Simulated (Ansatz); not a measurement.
Ru (hcp, Mg type)

```yaml
crystal:
  lattice:
    - [2.69188, 0.00000, 0.00000]
    - [-1.34594, 2.33123, 0.00000]
    - [0.00000, 0.00000, 4.24566]
  atoms:
    - { symbol: Ru, position: [0.33333, 0.66667, 0.75000] }
    - { symbol: Ru, position: [0.66667, 0.33333, 0.25000] }
```

E(V) scan at fixed shape, V₀ the volume above. Symmetry pins the atoms to their sites.

Computed with PBEsol (plane waves to 420 eV, PAW, scalar-relativistic; Ansatz, a quantum-chemistry and plane-wave program). k mesh 20×20×11 (Γ-centred), Fermi-Dirac smearing 0.05 eV. The energy includes the smearing's −TS. Stress and pressure are positive under compression. With the shape held, the modulus is that of even scaling; a crystal free to change shape is softer. Ru is run without spin polarisation. Ru was relaxed with its symmetry unable to fall. The zero of ΔE is the relaxed starting cell. The last digit holds for this mesh only.

```tsv
V (Å³/atom)	ΔE (meV/atom)
11.190	515.8
11.545	337.7
11.901	204.1
12.256	108.5
12.611	45.7
12.966	10.8
13.322	0.0
13.677	9.8
14.032	37.1
14.387	withheld
14.743	134.9
15.098	201.0
15.453	276.5
```

Question: Fit a third-order Birch-Murnaghan form (E₀, V₀, B₀, B₀′ free) to the given rows and predict ΔE at V = 14.387.

Answer: Least squares on the 12 given rows: ΔE = E₀ + (9V₀B₀/16)·y²·[2 + (B₀′ − 4)y], y = (V₀/V)^(2/3) − 1, with V₀ = 13.323 Å³/atom, B₀ = 346.0 GPa (160.2 GPa = 1 eV/Å³; the term in eV is multiplied by 1000), B₀′ = 4.76, E₀ = 0.13 meV/atom; root-mean-square residual 0.19 meV/atom. At 14.387 the fit gives 79.3 meV/atom; the calculation gives 79.6 meV/atom, so the interpolation is off by -0.3 (-0.4 %). For the pressure the fit gives -22.2 GPa against the computed -22.2 GPa.

(Under strain, the slope of the energy per volume gives the stress and its curvature an elastic modulus.)
